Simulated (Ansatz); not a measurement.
Sc$_{3}$SnB (anti-perovskite)

```
Sc3SnB
1.0
    4.60224     0.00000     0.00000
    0.00000     4.60224     0.00000
    0.00000     0.00000     4.60224
Sc Sn B
3 1 1
Direct
  0.50000   0.00000   0.50000
  0.00000   0.50000   0.50000
  0.50000   0.50000   0.00000
  0.00000   0.00000   0.00000
  0.50000   0.50000   0.50000
```

Two coordinates are scanned: the volume, and the ratio of the stretch along z (the conventional c axis) to the stretch across it. Atoms keep their fractional coordinates.

All values below come from PBEsol (plane waves to 420 eV, PAW, scalar-relativistic; Ansatz, a quantum-chemistry and plane-wave program). k mesh 10×10×10 (Γ-centred), Fermi-Dirac smearing 0.05 eV. Energies are smeared free energies. Stress and pressure are positive under compression. With partly filled bands, the response to shear is sensitive to the k mesh, so small differences along c/a are uncertain. At this level the bands of Sc3SnB touch or barely overlap. Sc3SnB is run without spin polarisation. Sc3SnB was relaxed with its symmetry unable to fall. ΔE is measured from the relaxed starting cell.

ΔE (kJ/mol of atoms), with V/V₀ across and (c/a)/(c/a)₀ down:

```tsv
(c/a)/(c/a)₀ \ V/V₀	0.960	0.980	1.000	1.020	1.040
0.920	6.1	5.3	4.9	5.0	5.5
0.960	2.1	1.4	1.2	1.3	1.9
1.000	0.9	0.2	0.0	0.2	0.8
1.040	2.0	1.3	1.1	1.2	1.8
1.080	5.2	4.4	4.0	4.1	4.6
```

σzz (GPa), with V/V₀ across and (c/a)/(c/a)₀ down:

| (c/a)/(c/a)₀ \ V/V₀ | 0.960 | 0.980 | 1.000 | 1.020 | 1.040 |
|---|---|---|---|---|---|
| 0.920 | 15.3 | 12.8 | 10.6 | 8.5 | 6.6 |
| 0.960 | 9.5 | 7.2 | 5.1 | 3.2 | 1.4 |
| 1.000 | 3.9 | 1.9 | 0.0 | -1.7 | -3.2 |
| 1.040 | -1.0 | -2.8 | -4.5 | -5.9 | -7.2 |
| 1.080 | -5.3 | -6.9 | -8.3 | -9.5 | -10.6 |

Summary:

| Property | Value |
|---|---|
| Shear modulus C′ = (C11 − C12)/2 (fit, atoms clamped) | 90 GPa |
| Lowest place on the grid | V/V₀ = 1.000, (c/a)/(c/a)₀ = 1.000 (0 meV/atom) |
| Highest place on the grid | V/V₀ = 0.960, (c/a)/(c/a)₀ = 0.920 (63 meV/atom) |

(Under strain, the slope of the energy per volume gives the stress and its curvature an elastic modulus.)
